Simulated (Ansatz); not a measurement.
B:
Space group I4₁32 (No. 214); a = 4.639 Å, b = 4.639 Å, c = 4.639 Å, α = 90.00°, β = 90.00°, γ = 90.00°

```
atom  site  symmetry       x       y       z
----  ----  --------  ------  ------  ------
B       8a       .32  0.1250  0.1250  0.1250
```
(The calculation used a cell of 4 atoms; values per cell refer to that cell.)

Relaxed with r²SCAN.

Problem. Which orbitals make up the states near the band edges in r²SCAN (plane waves, PAW; program Ansatz)?

Solution. Top 1 eV of the valence band: B 2p 97 %. Bottom 1 eV of the conduction band: B 2p 91 %, B 2s 9 %. Projections are on Löwdin-orthogonalised atomic valence shells; empty p or d shells of many metals are not among them.

Problem. Tabulate the density of states.

Solution. States/eV per cell of 4 atoms, in 0.25 eV bins, energy from the valence-band maximum.

```csv
E (eV),total,B 2p,B 2s
-7.86,1.57,0.82,0.73
-7.61,1.68,0.89,0.77
-7.36,0.97,0.52,0.44
-7.11,0.73,0.40,0.32
-6.86,0.60,0.33,0.26
-6.61,0.53,0.30,0.22
-6.36,0.50,0.29,0.20
-6.11,0.50,0.31,0.19
-5.86,0.56,0.36,0.20
-5.61,0.68,0.46,0.21
-5.36,0.96,0.69,0.25
-5.11,1.53,1.19,0.32
-4.86,1.53,1.19,0.33
-4.61,1.35,1.03,0.30
-4.36,0.87,0.67,0.19
-4.11,0.65,0.51,0.13
-3.86,0.56,0.46,0.09
-3.61,0.54,0.46,0.07
-3.36,0.56,0.50,0.05
-3.11,2.03,1.93,0.07
-2.86,2.45,2.31,0.11
-2.61,1.74,1.61,0.11
-2.36,2.55,2.41,0.13
-2.11,2.61,2.42,0.17
-1.86,1.37,1.30,0.06
-1.61,0.90,0.86,0.03
-1.36,1.10,1.05,0.04
-1.11,2.15,2.04,0.09
-0.86,3.03,2.94,0.08
-0.61,1.46,1.42,0.04
-0.36,0.81,0.79,0.02
-0.11,0.41,0.40,0.01
0.14,0.00,0.00,0.00
0.39,0.00,0.00,0.00
0.64,0.00,0.00,0.00
0.89,0.00,0.00,0.00
1.14,0.00,0.00,0.00
1.39,0.00,0.00,0.00
1.64,0.00,0.00,0.00
1.89,0.57,0.52,0.04
2.14,0.83,0.75,0.07
2.39,1.10,1.00,0.10
2.64,1.42,1.28,0.13
2.89,2.07,1.86,0.18
3.14,2.74,2.46,0.25
3.39,1.35,1.22,0.11
3.64,1.22,1.12,0.08
3.89,1.66,1.51,0.12
4.14,3.31,2.95,0.27
4.39,2.12,1.92,0.13
4.64,2.03,1.91,0.07
4.89,1.94,1.80,0.09
5.14,1.25,1.14,0.07
5.39,0.38,0.35,0.02
5.64,0.07,0.06,0.00
5.89,0.29,0.26,0.01
6.14,0.56,0.51,0.01
6.39,0.91,0.83,0.03
6.64,0.99,0.90,0.03
```

Space group I4_132. The start of the workflow was typed in or built on a structure type; neither database checked (COD, Materials Project) lists it. It is not the phase usual at ambient conditions (space group No. 166). The cell was relaxed with r²SCAN under the symmetry of its start; its stability against distortions is not shown here.

Potentials: the earlier of the program's two PAW sets.
